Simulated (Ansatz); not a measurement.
TiAl (CuAu type, space group P4/mmm)

```
TiAl
1.0
    2.79703     0.00000     0.00000
    0.00000     2.79703     0.00000
    0.00000     0.00000     4.03197
Al Ti
1 1
Direct
  0.50000   0.50000   0.50000
  0.00000   0.00000   0.00000
```

The slice is a (0 -1 1) plane (indices of the conventional cell) through the point (0.500, 0.500, 0.500) (fractional), spanned by u = [100] and v = [011] in vectors of this cell: u (2.80 Å) and v (4.91 Å, at 90° to u). It covers one period; positions are fractions (u, v).

All values below come from PBEsol (plane waves to 420 eV, PAW, scalar-relativistic; Ansatz, an electronic-structure program). k mesh 17×17×12. Inside the PAW spheres the values are not all-electron values, and peaks at nuclei hang on which shells count as valence. The PAW data are Ansatz's earlier set. TiAl is run without spin polarisation. TiAl was relaxed with its symmetry unable to fall.

**Question.** The ELF has a maximum in the middle third of the Al–Al line. Where, and how high?

**Answer.** 0.69, 1.4 Å from Al.

**Question.** What is the valence density on the shortest Al–Al line in this plane (2.80 Å), at its midpoint?

**Answer.** 0.23 e/Å³.

**Question.** Sketch the valence electron density on this plane as a map.

**Answer.** 
```
|      ..::::::::::::::::::::::..    |
|      ..::::::::::::::::::::::..    |
|......::::::::::::::::::::::::::....|
|..::::::::::::::::::::::::::::::::::|
|::::::::::::::::::::::::::::::::::::|
|::::::::::::::::::::::::::::::::::::|
|::::::::::::::::::::::::::::::::::::|
|::::::::::::::::::::::::::::::::::::|
|::::::::::::::::------::::::::::::::|
|::::::::::::----======----::::::::::|
|::::::::----==++++++++++==----::::::|
|::::::----==++**######**++==----::::|
|::::::--==++##%%%%%%%%%%##++==--::::|
|::::----++**%%%%@@@@@@%%%%**++----::|
|::::--==++##%%@@@@@@@@@@%%##++==--::|
|::::--==++##%%@@@@@@@@@@%%##++==--::|
|::::--==++##%%@@@@@@@@@@%%##++==--::|
|::::----++**%%%%@@@@@@%%%%**++----::|
|::::::--==++##%%%%%%%%%%##++==--::::|
|::::::----==++**######**++==----::::|
|::::::::----==++++++++++==----::::::|
|::::::::::::----======----::::::::::|
|::::::::::::::::------::::::::::::::|
|::::::::::::::::::::::::::::::::::::|
|::::::::::::::::::::::::::::::::::::|
|::::::::::::::::::::::::::::::::::::|
|::::::::::::::::::::::::::::::::::::|
|..::::::::::::::::::::::::::::::::::|
|......::::::::::::::::::::::::::....|
|      ..::::::::::::::::::::::..    |
|      ..::::::::::::::::::::::..    |
|      ....::::::::::::::::::....    |
```
Scale: ten equal steps from -1.28 (start of ' ') to 1.09 (end of '@'), in the order ' .:-=+*#%@'. Values: log₁₀ of the valence density in e/Å³. The map has 18 points along u (two characters each, u = 0 at the left) and 32 along v (v = 0 in the bottom row). The scale is logarithmic, as a density can span decades between atoms and voids.
